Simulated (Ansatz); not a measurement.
A relaxed 1×1 slab of 3 planes, cut along (111) from a fcc crystal of one element, has a cell area of 5.36 Å² and a bulk spacing of 2.031 Å between its first planes. All-electron LAPW in Ansatz 0.2.0 (LDA, scalar-relativistic, no spin polarisation) gives γ = 1.78 J/m², Φ = 5.18 eV and a change of the outer spacing of -1.5 %. The fcc structure needn't be the element's own.

Question: Which element is it?

Answer: Cu. This is the case that was computed; others weren't tested.
